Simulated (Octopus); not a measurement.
TaC (Fm-3m, No. 225):
```
CELL_PARAMETERS angstrom
      0.00000     2.23390     2.23390
      2.23390     0.00000     2.23390
      2.23390     2.23390     0.00000
ATOMIC_POSITIONS crystal
  Ta 0.00000 0.00000 0.00000
  C  0.50000 0.50000 0.50000
```
The cell is a database entry, not relaxed again.

Level: LDA. Code: Octopus 16.4. Numerical set-up: grid spacing about 0.16 Å, Γ-centred 12×12×12 k-mesh, Fermi-Dirac smearing of 0.1 eV, no spin polarisation; PseudoDojo 0.4 LDA potentials. Spin-orbit coupling is left out.

Q: What band gap does LDA give on the standard high-symmetry path?

A: none: the cell holds an odd number of electrons, so a band is partly filled.
